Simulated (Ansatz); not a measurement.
# Zone-centre phonons of BaAs₂Rh₂: input and output

Method: Ansatz, DFT LDA, scalar-relativistic, plane waves, PAW.

Launched with:
```bash
ansatz run input.yaml --threads 2 --pin off --max-ram 6144MiB --backend cpu --events-out ev --progress --plain --runs-dir out
```

Input (bare energies are in eV):
```yaml
crystal:
  lattice:
    - [-1.9993512079, 1.9993512079, 6.3143327802]
    - [1.9993512079, -1.9993512079, 6.3143327802]
    - [1.9993512079, 1.9993512079, -6.3143327802]
  atoms:
    - { symbol: Ba, position: [0.0, 0.0, 0.0] }
    - { symbol: As, position: [0.3576315674, 0.3576315674, 0.0] }
    - { symbol: As, position: [0.6423684326, 0.6423684326, 0.0] }
    - { symbol: Rh, position: [0.75, 0.25, 0.5] }
    - { symbol: Rh, position: [0.25, 0.75, 0.5] }
basis:
  ecutwfc: 420
kpoints:
  mp_grid: { grid: [12, 12, 12] }
hamiltonian:
  xc: lda
scf:
  occupations: { method: fermi_dirac, width: 0.15 }
output:
  eigenvalues: true
phonons:
  method: dfpt
  eigenvectors: true
```

Results section of the output:
```
--- Phonons (Γ-DFPT): 6 representative perturbations + reference, on 280 of 1728 k-points (Σ response iterations 21) ---
  k mesh reduced under 4 symmetry operations, with k and −k counted as one. Each operation leaves every solved displacement unchanged or reverses it
  ASR residual: 5.200e-4 → 0.000e0 eV/Å²; symmetrization residual: 1.761e-5 eV/Å²
  ASR residual per site (eV/Å²): 7.57e-5 1.08e-4 1.08e-4 5.20e-4 5.20e-4
  Γ frequencies (cm⁻¹): 0.00 0.00 0.00 84.26 84.26 100.80 135.00 135.00 158.87 232.93 232.93 235.17 240.74 258.13 258.13
  non-analytic LO–TO correction: not included (Born effective charges unavailable; polar crystals: no LO–TO splitting at Γ)
```

Time: 22 min on 2 threads of Intel(R) Xeon(R) Processor @ 2.50GHz (Skylake/Cascade Lake) (shared host), peak memory 4 GiB.

In a metal, frequencies and elastic constants depend on the k mesh and the smearing, soft modes and shear constants most.